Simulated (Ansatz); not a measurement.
Relaxed SnO₂ (rutile):

```yaml
crystal:
  lattice:
    - [4.76919, 0.00000, 0.00000]
    - [0.00000, 4.76919, 0.00000]
    - [0.00000, 0.00000, 3.21201]
  atoms:
    - { symbol: Sn, position: [0.00000, 0.00000, 0.00000] }
    - { symbol: Sn, position: [0.50000, 0.50000, 0.50000] }
    - { symbol: O, position: [0.30628, 0.30628, 0.00000] }
    - { symbol: O, position: [0.80628, 0.19372, 0.50000] }
    - { symbol: O, position: [0.19372, 0.80628, 0.50000] }
    - { symbol: O, position: [0.69372, 0.69372, 0.00000] }
```

In this cell atom 5 (O, nearest neighbour Sn at 2.066 Å; its periodic images, 3.2 Å or more away, move with it) is moved by u·(0.707, 0.707, 0.000) + v·(0.000, 0.000, 1.000); the rest is frozen.

Calculation: PBEsol (plane waves to 420 eV, PAW, scalar-relativistic; Ansatz, a quantum-chemistry and plane-wave program). k mesh 6×6×8 (Γ-centred), Fermi-Dirac smearing 0.05 eV. The energy includes the smearing's −TS. SnO2 was relaxed with its symmetry unable to fall. The zero of ΔE is the undisplaced structure. Axes are in Å.

Question: Predict the ΔE (meV/cell) at all points of the grid u = -0.520, -0.347, -0.173, 0.000, 0.173, 0.347, 0.520 by v = -0.520, -0.347, -0.173, 0.000, 0.173, 0.347, 0.520.

Answer: ΔE (meV/cell), with u across and v down:

```
v \ u   -0.520  -0.347  -0.173  0.000  0.173  0.347  0.520
------  ------  ------  ------  -----  -----  -----  -----
-0.520    1982    1910    1919   1932   1919   1910   1982
-0.347    1145     927     826    798    826    927   1145
-0.173     684     393     238    190    238    393    684
0.000      538     225      54      0     54    225    538
0.173      684     393     238    190    238    393    684
0.347     1145     927     826    798    826    927   1145
0.520     1982    1910    1919   1932   1919   1910   1982
```

(A displaced cell: forces are minus the slopes of the energy, force constants its curvatures, and phonons follow from these.)
